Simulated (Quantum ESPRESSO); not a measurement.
ZnGaAlHfO6, one run as intended and one with a planted mistake

Computed values, not a measurement. The program is pw.x of Quantum ESPRESSO 7.5 (plane-wave density functional theory). The cell is made up: 10 atoms on a corundum lattice, with randomly drawn elements, strain and displacements, not relaxed. PseudoDojo standard norm-conserving files (v0.5 for PBE, v0.4.1 for LDA and PBEsol) set the functional; there is no spin polarisation, spin-orbit coupling or dispersion term, and the masses in the input are unused placeholders.

The hafnium pseudopotential is less sure than the others, with forces about 3 percent (worst 6) and pressure in oxides about 1.5 GPa (worst 2.7) from a second method in checks, which no rerun with the same files tests.

Intended input:

```
&control calculation='scf', pseudo_dir='./dojo.nc.sr.pbe.v0_5.standard.upf', outdir='./o', disk_io='medium', tprnfor=.true., tstress=.true. /
&system ibrav=0, nat=10, ntyp=5, nbnd=48, ecutwfc=84.00895049, nosym=.true., tot_charge=0,
 occupations='smearing', smearing='fd', degauss=0.0018374661
/
&electrons conv_thr=7.350e-09, electron_maxstep=60, /
ATOMIC_SPECIES
Al 1.0 Al.upf
Ga 1.0 Ga.upf
Hf 1.0 Hf.upf
O 1.0 O.upf
Zn 1.0 Zn.upf
CELL_PARAMETERS angstrom
2.4957 1.4303 4.6165
-2.5774 1.4473 4.6564
-0.0261 -2.9747 4.6676
ATOMIC_POSITIONS angstrom
Zn 0.0565 -0.2099 4.9337
Ga 0.0394 0.0297 2.1156
Al -0.0833 -0.0407 8.9383
Hf -0.0746 -0.0727 11.8801
O -1.0471 1.3951 8.1643
O -0.8295 -1.5578 8.1724
O 1.8893 0.0024 8.1862
O 0.8801 -1.4465 5.8186
O 0.8277 1.4853 5.7912
O -1.9161 -0.3166 5.851
K_POINTS automatic
5 5 5 1 1 1
```

The log is shortened where brackets say so; the opening notice, blank lines, dates and the lines on written files are dropped, and the path of the files is cut. It prints rydbergs, bohrs and kilobars, and counts compression as positive stress. Where no state is partly filled, the Fermi energy that it prints is only some level between the filled and the empty states on the mesh, and need not lie in the true gap.

Log of the intended run:

```
     Program PWSCF v.7.5
     Parallel version (MPI & OpenMP), running on       1 processor cores
     Number of MPI processes:                 1
     Threads/MPI process:                     1
     [start-up lines left out]
     bravais-lattice index     =            0
     lattice parameter (alat)  =      10.2789  a.u.
     unit-cell volume          =     702.0329 (a.u.)^3
     number of atoms/cell      =           10
     number of atomic types    =            5
     number of electrons       =        84.00
     number of Kohn-Sham states=           48
     kinetic-energy cutoff     =      84.0090  Ry
     charge density cutoff     =     336.0358  Ry
     scf convergence threshold =      7.3E-09
     mixing beta               =       0.7000
     number of iterations used =            8  plain     mixing
     Exchange-correlation= PBE
                           (   1   4   3   4   0   0   0)
     [axes and pseudopotential details left out]
   Cartesian axes
     site n.     atom                  positions (alat units)
         1        Zn     tau(   1) = (   0.0103873  -0.0385893   0.9070413  )
         2        Ga     tau(   2) = (   0.0072435   0.0054602   0.3889447  )
         3        Al     tau(   3) = (  -0.0153144  -0.0074825   1.6432712  )
         4        Hf     tau(   4) = (  -0.0137149  -0.0133656   2.1841095  )
         5        O      tau(   5) = (  -0.1925052   0.2564836   1.5009743  )
         6        O      tau(   6) = (  -0.1525003  -0.2863954   1.5024635  )
         7        O      tau(   7) = (   0.3473404   0.0004412   1.5050006  )
         8        O      tau(   8) = (   0.1618029  -0.2659333   1.0697267  )
         9        O      tau(   9) = (   0.1521694   0.2730665   1.0646893  )
        10        O      tau(  10) = (  -0.3522674  -0.0582057   1.0756833  )
     number of k points=    63  Fermi-Dirac smearing, width (Ry)=  0.0018
                       cart. coord. in units 2pi/alat
        k(    1) = (   0.0009235   0.0008293   0.1170675), wk =   0.0320000
        k(    2) = (   0.0006996  -0.2451189   0.1933891), wk =   0.0320000
     [further k points left out]
     Dense  grid:    72985 G-vectors     FFT dimensions: (  60,  64,  64)
     Estimated max dynamical RAM per process >     130.60 MB
     Initial potential from superposition of free atoms
     starting charge      83.9929, renormalised to      84.0000
     Starting wfcs are   57 randomized atomic wfcs
     total cpu time spent up to now is       22.0 secs
     per-process dynamical memory:    98.5 Mb
     Self-consistent Calculation
     iteration #  1     ecut=    84.01 Ry     beta= 0.70
     Davidson diagonalization with overlap
     ethr =  1.00E-02,  avg # of iterations =  2.1
     total cpu time spent up to now is       80.1 secs
     total energy              =    -886.43785777 Ry
     estimated scf accuracy    <       2.55198124 Ry
     iteration #  2     ecut=    84.01 Ry     beta= 0.70
     Davidson diagonalization with overlap
     ethr =  3.04E-03,  avg # of iterations =  3.0
     total cpu time spent up to now is      141.1 secs
     total energy              =    -887.07465930 Ry
     estimated scf accuracy    <       2.76059427 Ry
     [iterations 3 to 10 left out]
     iteration # 11     ecut=    84.01 Ry     beta= 0.70
     Davidson diagonalization with overlap
     ethr =  1.12E-10,  avg # of iterations =  2.0
     total cpu time spent up to now is      617.0 secs
     total energy              =    -887.61018039 Ry
     estimated scf accuracy    <          8.2E-09 Ry
     iteration # 12     ecut=    84.01 Ry     beta= 0.70
     Davidson diagonalization with overlap
     ethr =  9.81E-12,  avg # of iterations =  2.4
     total cpu time spent up to now is      675.7 secs
     End of self-consistent calculation
     [lines on levels left out]
     the Fermi energy is    12.1683 ev
!    total energy              =    -887.61018040 Ry
     estimated scf accuracy    <          2.4E-09 Ry
     smearing contrib. (-TS)   =       0.00000000 Ry
     internal energy E=F+TS    =    -887.61018040 Ry
     The total energy is F=E-TS. E is the sum of the following terms:
     one-electron contribution =    -478.72482250 Ry
     hartree contribution      =     293.25318959 Ry
     xc contribution           =    -168.69151688 Ry
     ewald contribution        =    -533.44703060 Ry
     convergence has been achieved in  12 iterations
     Forces acting on atoms (cartesian axes, Ry/au):
     atom    1 type  5   force =    -0.08407851    0.14989624    0.00468860
     atom    2 type  2   force =    -0.02620695   -0.02360989   -0.05928475
     atom    3 type  1   force =     0.03038738   -0.00671499    0.04878641
     atom    4 type  3   force =    -0.00404186   -0.07896033   -0.02084022
     atom    5 type  4   force =     0.03992761   -0.05212199   -0.02612479
     atom    6 type  4   force =     0.07783126    0.01870777    0.02663522
     atom    7 type  4   force =    -0.14777301    0.06652378    0.01661124
     atom    8 type  4   force =     0.09768659   -0.17763260    0.09470275
     atom    9 type  4   force =    -0.01236740    0.02880194    0.00532249
     atom   10 type  4   force =     0.02863489    0.07511007   -0.09049695
     Total force =     0.385653     Total SCF correction =     0.000162
     Computing stress (Cartesian axis) and pressure
          total   stress  (Ry/bohr**3)                   (kbar)     P=      134.04
   0.00092681  -0.00000888   0.00009200          136.34       -1.31       13.53
  -0.00000888   0.00101198  -0.00022731           -1.31      148.87      -33.44
   0.00009200  -0.00022731   0.00079485           13.53      -33.44      116.93
     init_run     :     20.80s CPU     21.90s WALL (       1 calls)
     electrons    :    620.69s CPU    653.65s WALL (       1 calls)
     forces       :      6.69s CPU      6.78s WALL (       1 calls)
     stress       :     25.25s CPU     25.44s WALL (       1 calls)
     [timing details left out]
     PWSCF        :  11m13.67s CPU  11m50.31s WALL
     JOB DONE.
```

A second run has one planted mistake: the k-point mesh is too coarse. The input lines that differ, file-writing options aside:

```
- 5 5 5 1 1 1
+ 1 1 1 1 1 1
```

Its log:

```
     Program PWSCF v.7.5
     Parallel version (MPI & OpenMP), running on       1 processor cores
     Number of MPI processes:                 1
     Threads/MPI process:                     1
     [start-up lines left out]
     bravais-lattice index     =            0
     lattice parameter (alat)  =      10.2789  a.u.
     unit-cell volume          =     702.0329 (a.u.)^3
     number of atoms/cell      =           10
     number of atomic types    =            5
     number of electrons       =        84.00
     number of Kohn-Sham states=           48
     kinetic-energy cutoff     =      84.0090  Ry
     charge density cutoff     =     336.0358  Ry
     scf convergence threshold =      7.3E-09
     mixing beta               =       0.7000
     number of iterations used =            8  plain     mixing
     Exchange-correlation= PBE
                           (   1   4   3   4   0   0   0)
     [axes and pseudopotential details left out]
   Cartesian axes
     site n.     atom                  positions (alat units)
         1        Zn     tau(   1) = (   0.0103873  -0.0385893   0.9070413  )
         2        Ga     tau(   2) = (   0.0072435   0.0054602   0.3889447  )
         3        Al     tau(   3) = (  -0.0153144  -0.0074825   1.6432712  )
         4        Hf     tau(   4) = (  -0.0137149  -0.0133656   2.1841095  )
         5        O      tau(   5) = (  -0.1925052   0.2564836   1.5009743  )
         6        O      tau(   6) = (  -0.1525003  -0.2863954   1.5024635  )
         7        O      tau(   7) = (   0.3473404   0.0004412   1.5050006  )
         8        O      tau(   8) = (   0.1618029  -0.2659333   1.0697267  )
         9        O      tau(   9) = (   0.1521694   0.2730665   1.0646893  )
        10        O      tau(  10) = (  -0.3522674  -0.0582057   1.0756833  )
     number of k points=     1  Fermi-Dirac smearing, width (Ry)=  0.0018
                       cart. coord. in units 2pi/alat
        k(    1) = (  -0.0046176  -0.0041467  -0.5853377), wk =   2.0000000
     Dense  grid:    72985 G-vectors     FFT dimensions: (  60,  64,  64)
     Estimated max dynamical RAM per process >     130.60 MB
     Initial potential from superposition of free atoms
     starting charge      83.9929, renormalised to      84.0000
     Starting wfcs are   57 randomized atomic wfcs
     total cpu time spent up to now is        3.3 secs
     per-process dynamical memory:    88.1 Mb
     Self-consistent Calculation
     iteration #  1     ecut=    84.01 Ry     beta= 0.70
     Davidson diagonalization with overlap
     ethr =  1.00E-02,  avg # of iterations =  3.0
     total cpu time spent up to now is        4.7 secs
     total energy              =    -886.52315869 Ry
     estimated scf accuracy    <       2.48087897 Ry
     iteration #  2     ecut=    84.01 Ry     beta= 0.70
     Davidson diagonalization with overlap
     ethr =  2.95E-03,  avg # of iterations =  3.0
     total cpu time spent up to now is        6.0 secs
     total energy              =    -887.17534839 Ry
     estimated scf accuracy    <       2.60772296 Ry
     [iterations 3 to 10 left out]
     iteration # 11     ecut=    84.01 Ry     beta= 0.70
     Davidson diagonalization with overlap
     ethr =  1.96E-11,  avg # of iterations =  4.0
     total cpu time spent up to now is       15.7 secs
     total energy              =    -887.66605286 Ry
     estimated scf accuracy    <          9.8E-09 Ry
     iteration # 12     ecut=    84.01 Ry     beta= 0.70
     Davidson diagonalization with overlap
     ethr =  1.16E-11,  avg # of iterations =  3.0
     total cpu time spent up to now is       16.6 secs
     End of self-consistent calculation
     [lines on levels left out]
     the Fermi energy is    12.1720 ev
!    total energy              =    -887.66605286 Ry
     estimated scf accuracy    <          6.4E-10 Ry
     smearing contrib. (-TS)   =       0.00000000 Ry
     internal energy E=F+TS    =    -887.66605286 Ry
     The total energy is F=E-TS. E is the sum of the following terms:
     one-electron contribution =    -478.75162649 Ry
     hartree contribution      =     293.20517981 Ry
     xc contribution           =    -168.67257557 Ry
     ewald contribution        =    -533.44703060 Ry
     convergence has been achieved in  12 iterations
     Forces acting on atoms (cartesian axes, Ry/au):
     atom    1 type  5   force =    -0.08285771    0.15082047    0.01062629
     atom    2 type  2   force =    -0.02344561   -0.02085737   -0.05668295
     atom    3 type  1   force =     0.03321336   -0.00917980    0.04617396
     atom    4 type  3   force =     0.00872771   -0.09039714   -0.00899722
     atom    5 type  4   force =     0.04079268   -0.05226281   -0.03658861
     atom    6 type  4   force =     0.09103048    0.01152139    0.01706306
     atom    7 type  4   force =    -0.17540712    0.07554792    0.01193838
     atom    8 type  4   force =     0.09004160   -0.19837316    0.09700448
     atom    9 type  4   force =    -0.02402108    0.02532508    0.00505140
     atom   10 type  4   force =     0.04192569    0.10785542   -0.08558879
     Total force =     0.418882     Total SCF correction =     0.000062
     Computing stress (Cartesian axis) and pressure
          total   stress  (Ry/bohr**3)                   (kbar)     P=      125.15
   0.00095206   0.00000819   0.00015578          140.05        1.20       22.92
   0.00000819   0.00105787  -0.00024144            1.20      155.62      -35.52
   0.00015578  -0.00024144   0.00054229           22.92      -35.52       79.77
     init_run     :      2.94s CPU      3.03s WALL (       1 calls)
     electrons    :     12.95s CPU     13.27s WALL (       1 calls)
     forces       :      0.27s CPU      0.27s WALL (       1 calls)
     stress       :      0.92s CPU      0.96s WALL (       1 calls)
     [timing details left out]
     PWSCF        :     17.35s CPU     17.93s WALL
     JOB DONE.
```

|  | intended run | run with the mistake |
| --- | --- | --- |
| free energy (eV) | -12076.552 | -12077.312 |
| smearing term -TS (eV) | 0.0000 | 0.0000 |
| pressure (GPa) | 13.40 | 12.51 |
| largest force component (eV/Å) | 4.567 | 5.100 |
| largest change of a force component (eV/Å) |  | 0.842 |
| iterations | 12 | 12 |

For scale, a rerun of the intended cell at 1437 eV and a 7 x 7 x 7 mesh moved values by no more than 0.003 eV in energy, 0.04 GPa in stress and 0.002 eV/Å in force.